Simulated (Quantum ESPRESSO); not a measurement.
CaMg2ZnO4, one run as intended and one with a planted mistake

A calculation, not a measurement. The program is pw.x of Quantum ESPRESSO 7.5 (plane-wave density functional theory). The cell is made up: 8 atoms on a rocksalt lattice, with randomly drawn elements, strain and displacements, not relaxed. PseudoDojo standard norm-conserving files (v0.5 for PBE, v0.4.1 for LDA and PBEsol) set the functional; there is no spin polarisation, spin-orbit coupling or dispersion term, and the masses in the input are unused placeholders.

Intended input:

```
&control calculation='scf', pseudo_dir='./dojo.nc.sr.pbe.v0_5.standard.upf', outdir='./o', disk_io='medium', tprnfor=.true., tstress=.true. /
&system ibrav=0, nat=8, ntyp=4, nbnd=43, ecutwfc=84.00895049, nosym=.true., tot_charge=0,
 occupations='smearing', smearing='fd', degauss=0.0018374661
/
&electrons conv_thr=7.350e-09, electron_maxstep=60, /
ATOMIC_SPECIES
Ca 1.0 Ca.upf
Mg 1.0 Mg.upf
O 1.0 O.upf
Zn 1.0 Zn.upf
CELL_PARAMETERS angstrom
4.2999 -0.0029 -0.0734
-0.0029 4.2978 -0.0365
-0.0734 -0.0365 4.4181
ATOMIC_POSITIONS angstrom
Ca 0.0208 -0.0465 0.0205
Mg 0.003 2.072 2.1839
Mg 2.1833 -0.0462 2.1874
Zn 2.1084 2.1684 -0.0559
O 2.1627 0.0509 0.0801
O 2.1077 2.1022 2.1847
O 4.2703 -0.0239 2.1793
O 4.3227 2.112 -0.0684
K_POINTS automatic
4 4 4 1 1 1
```

The log is shortened where brackets say so; the opening notice, blank lines, dates and the lines on written files are dropped, and the path of the files is cut. It prints rydbergs, bohrs and kilobars, and counts compression as positive stress.

Log of the intended run:

```
     Program PWSCF v.7.5
     Parallel version (MPI & OpenMP), running on       1 processor cores
     Number of MPI processes:                 1
     Threads/MPI process:                     1
     [start-up lines left out]
     bravais-lattice index     =            0
     lattice parameter (alat)  =       8.1268  a.u.
     unit-cell volume          =     550.7858 (a.u.)^3
     number of atoms/cell      =            8
     number of atomic types    =            4
     number of electrons       =        74.00
     number of Kohn-Sham states=           43
     kinetic-energy cutoff     =      84.0090  Ry
     charge density cutoff     =     336.0358  Ry
     scf convergence threshold =      7.3E-09
     mixing beta               =       0.7000
     number of iterations used =            8  plain     mixing
     Exchange-correlation= PBE
                           (   1   4   3   4   0   0   0)
     [axes and pseudopotential details left out]
   Cartesian axes
     site n.     atom                  positions (alat units)
         1        Ca     tau(   1) = (   0.0048366  -0.0108126   0.0047669  )
         2        Mg     tau(   2) = (   0.0006976   0.4818014   0.5078214  )
         3        Mg     tau(   3) = (   0.5076819  -0.0107429   0.5086353  )
         4        Zn     tau(   4) = (   0.4902654   0.5042172  -0.0129984  )
         5        O      tau(   5) = (   0.5028918   0.0118358   0.0186256  )
         6        O      tau(   6) = (   0.4901027   0.4888238   0.5080075  )
         7        O      tau(   7) = (   0.9929712  -0.0055575   0.5067518  )
         8        O      tau(   8) = (   1.0051558   0.4911026  -0.0159050  )
     number of k points=    32  Fermi-Dirac smearing, width (Ry)=  0.0018
                       cart. coord. in units 2pi/alat
        k(    1) = (   0.1272342   0.1262253   0.1248302), wk =   0.0625000
        k(    2) = (   0.1313911   0.1282955   0.3682634), wk =   0.0625000
     [further k points left out]
     Dense  grid:    57329 G-vectors     FFT dimensions: (  48,  48,  50)
     Estimated max dynamical RAM per process >      78.15 MB
     Initial potential from superposition of free atoms
     starting charge      73.9933, renormalised to      74.0000
     Starting wfcs are   41 randomized atomic wfcs +    2 random wfcs
     total cpu time spent up to now is        4.8 secs
     per-process dynamical memory:    49.0 Mb
     Self-consistent Calculation
     iteration #  1     ecut=    84.01 Ry     beta= 0.70
     Davidson diagonalization with overlap
     ethr =  1.00E-02,  avg # of iterations =  6.2
     total cpu time spent up to now is       21.0 secs
     total energy              =    -865.19768509 Ry
     estimated scf accuracy    <       1.87919349 Ry
     iteration #  2     ecut=    84.01 Ry     beta= 0.70
     Davidson diagonalization with overlap
     ethr =  2.54E-03,  avg # of iterations =  3.7
     total cpu time spent up to now is       34.0 secs
     total energy              =    -865.62829848 Ry
     estimated scf accuracy    <       2.27338267 Ry
     [iterations 3 to 9 left out]
     iteration # 10     ecut=    84.01 Ry     beta= 0.70
     Davidson diagonalization with overlap
     ethr =  2.67E-10,  avg # of iterations =  2.1
     total cpu time spent up to now is      114.0 secs
     total energy              =    -866.07591411 Ry
     estimated scf accuracy    <       0.00000005 Ry
     iteration # 11     ecut=    84.01 Ry     beta= 0.70
     Davidson diagonalization with overlap
     ethr =  6.48E-11,  avg # of iterations =  3.0
     total cpu time spent up to now is      124.2 secs
     End of self-consistent calculation
     [lines on levels left out]
!    total energy              =    -866.07591411 Ry
     estimated scf accuracy    <          2.6E-09 Ry
     smearing contrib. (-TS)   =       0.00000000 Ry
     internal energy E=F+TS    =    -866.07591411 Ry
     The total energy is F=E-TS. E is the sum of the following terms:
     one-electron contribution =    -478.57646464 Ry
     hartree contribution      =     268.50473537 Ry
     xc contribution           =    -125.84013889 Ry
     ewald contribution        =    -530.16404595 Ry
     convergence has been achieved in  11 iterations
     Forces acting on atoms (cartesian axes, Ry/au):
     atom    1 type  1   force =    -0.00638775    0.00966242    0.00537090
     atom    2 type  2   force =    -0.00800473    0.00711793    0.00491416
     atom    3 type  2   force =    -0.01464846    0.00559727    0.00126274
     atom    4 type  4   force =     0.01304808   -0.00825321    0.00313598
     atom    5 type  3   force =     0.00680782   -0.01547399   -0.01337111
     atom    6 type  3   force =     0.00940667    0.00994480    0.00621504
     atom    7 type  3   force =     0.00571156   -0.01076367   -0.00794074
     atom    8 type  3   force =    -0.00593320    0.00216844    0.00041304
     Total force =     0.041711     Total SCF correction =     0.000062
     Computing stress (Cartesian axis) and pressure
          total   stress  (Ry/bohr**3)                   (kbar)     P=      129.18
   0.00099492  -0.00000143   0.00022978          146.36       -0.21       33.80
  -0.00000143   0.00099011   0.00011079           -0.21      145.65       16.30
   0.00022978   0.00011079   0.00064944           33.80       16.30       95.54
     init_run     :      4.53s CPU      4.77s WALL (       1 calls)
     electrons    :    109.09s CPU    119.40s WALL (       1 calls)
     forces       :      1.26s CPU      1.27s WALL (       1 calls)
     stress       :      4.66s CPU      4.69s WALL (       1 calls)
     [timing details left out]
     PWSCF        :   1m59.64s CPU   2m10.30s WALL
     JOB DONE.
```

A second run has one planted mistake: the cell has the wrong charge. The input lines that differ, file-writing options aside:

```
- &system ibrav=0, nat=8, ntyp=4, nbnd=43, ecutwfc=84.00895049, nosym=.true., tot_charge=0,
+ &system ibrav=0, nat=8, ntyp=4, nbnd=43, ecutwfc=84.00895049, nosym=.true., tot_charge=1,
```

Its log:

```
     Program PWSCF v.7.5
     Parallel version (MPI & OpenMP), running on       1 processor cores
     Number of MPI processes:                 1
     Threads/MPI process:                     1
     [start-up lines left out]
     bravais-lattice index     =            0
     lattice parameter (alat)  =       8.1268  a.u.
     unit-cell volume          =     550.7858 (a.u.)^3
     number of atoms/cell      =            8
     number of atomic types    =            4
     number of electrons       =        73.00
     number of Kohn-Sham states=           43
     kinetic-energy cutoff     =      84.0090  Ry
     charge density cutoff     =     336.0358  Ry
     scf convergence threshold =      7.3E-09
     mixing beta               =       0.7000
     number of iterations used =            8  plain     mixing
     Exchange-correlation= PBE
                           (   1   4   3   4   0   0   0)
     [axes and pseudopotential details left out]
   Cartesian axes
     site n.     atom                  positions (alat units)
         1        Ca     tau(   1) = (   0.0048366  -0.0108126   0.0047669  )
         2        Mg     tau(   2) = (   0.0006976   0.4818014   0.5078214  )
         3        Mg     tau(   3) = (   0.5076819  -0.0107429   0.5086353  )
         4        Zn     tau(   4) = (   0.4902654   0.5042172  -0.0129984  )
         5        O      tau(   5) = (   0.5028918   0.0118358   0.0186256  )
         6        O      tau(   6) = (   0.4901027   0.4888238   0.5080075  )
         7        O      tau(   7) = (   0.9929712  -0.0055575   0.5067518  )
         8        O      tau(   8) = (   1.0051558   0.4911026  -0.0159050  )
     number of k points=    32  Fermi-Dirac smearing, width (Ry)=  0.0018
                       cart. coord. in units 2pi/alat
        k(    1) = (   0.1272342   0.1262253   0.1248302), wk =   0.0625000
        k(    2) = (   0.1313911   0.1282955   0.3682634), wk =   0.0625000
     [further k points left out]
     Dense  grid:    57329 G-vectors     FFT dimensions: (  48,  48,  50)
     Estimated max dynamical RAM per process >      78.15 MB
     Initial potential from superposition of free atoms
     starting charge      73.9933, renormalised to      73.0000
     Starting wfcs are   41 randomized atomic wfcs +    2 random wfcs
     total cpu time spent up to now is        5.8 secs
     per-process dynamical memory:    49.0 Mb
     Self-consistent Calculation
     iteration #  1     ecut=    84.01 Ry     beta= 0.70
     Davidson diagonalization with overlap
     ethr =  1.00E-02,  avg # of iterations =  6.8
     total cpu time spent up to now is       16.7 secs
     total energy              =    -865.88731028 Ry
     estimated scf accuracy    <       1.87085913 Ry
     iteration #  2     ecut=    84.01 Ry     beta= 0.70
     Davidson diagonalization with overlap
     ethr =  2.56E-03,  avg # of iterations =  3.7
     total cpu time spent up to now is       26.9 secs
     total energy              =    -866.12014947 Ry
     estimated scf accuracy    <       3.33948300 Ry
     [iterations 3 to 14 left out]
     iteration # 15     ecut=    84.01 Ry     beta= 0.70
     Davidson diagonalization with overlap
     ethr =  2.37E-10,  avg # of iterations =  2.5
     total cpu time spent up to now is      148.2 secs
     total energy              =    -866.76251110 Ry
     estimated scf accuracy    <       0.00000001 Ry
     iteration # 16     ecut=    84.01 Ry     beta= 0.70
     Davidson diagonalization with overlap
     ethr =  1.81E-11,  avg # of iterations =  2.8
     total cpu time spent up to now is      155.5 secs
     End of self-consistent calculation
     [lines on levels left out]
!    total energy              =    -866.76251110 Ry
     estimated scf accuracy    <          7.5E-10 Ry
     smearing contrib. (-TS)   =      -0.00167436 Ry
     internal energy E=F+TS    =    -866.76083674 Ry
     The total energy is F=E-TS. E is the sum of the following terms:
     one-electron contribution =    -478.99091270 Ry
     hartree contribution      =     267.14122901 Ry
     xc contribution           =    -124.74710709 Ry
     ewald contribution        =    -530.16404595 Ry
     convergence has been achieved in  16 iterations
     Forces acting on atoms (cartesian axes, Ry/au):
     atom    1 type  1   force =    -0.00698526    0.01027712    0.00390323
     atom    2 type  2   force =    -0.00932020    0.00788729    0.00606124
     atom    3 type  2   force =    -0.01547759    0.00557637    0.00427608
     atom    4 type  4   force =     0.01429902   -0.01128951    0.00472512
     atom    5 type  3   force =     0.00649049   -0.01076506   -0.01349784
     atom    6 type  3   force =     0.00897901    0.00923827    0.00476263
     atom    7 type  3   force =     0.00597117   -0.01072902   -0.00855540
     atom    8 type  3   force =    -0.00395664   -0.00019546   -0.00167506
     Total force =     0.042071     Total SCF correction =     0.000013
     Computing stress (Cartesian axis) and pressure
          total   stress  (Ry/bohr**3)                   (kbar)     P=     -162.24
  -0.00096756   0.00000059   0.00015742         -142.33        0.09       23.16
   0.00000059  -0.00094687   0.00006756            0.09     -139.29        9.94
   0.00015742   0.00006756  -0.00139414           23.16        9.94     -205.08
     init_run     :      4.15s CPU      5.72s WALL (       1 calls)
     electrons    :    124.41s CPU    149.69s WALL (       1 calls)
     forces       :      1.08s CPU      1.09s WALL (       1 calls)
     stress       :      3.92s CPU      3.95s WALL (       1 calls)
     [timing details left out]
     PWSCF        :   2m13.64s CPU   2m40.60s WALL
     JOB DONE.
```

|  | intended run | run with the mistake |
| --- | --- | --- |
| free energy (eV) | -11783.563 | -11792.905 |
| smearing term -TS (eV) | 0.0000 | -0.0228 |
| pressure (GPa) | 12.92 | -16.22 |
| largest force component (eV/Å) | 0.398 | 0.398 |
| largest change of a force component (eV/Å) |  | 0.121 |
| iterations | 11 | 16 |

For scale, a rerun of the intended cell at 1437 eV and a 6 x 6 x 6 mesh moved values by no more than 0.002 eV in energy, 0.05 GPa in stress and 0.005 eV/Å in force. The charged cell sits in a uniform background, so its energy and stress rest on the program's zero of potential.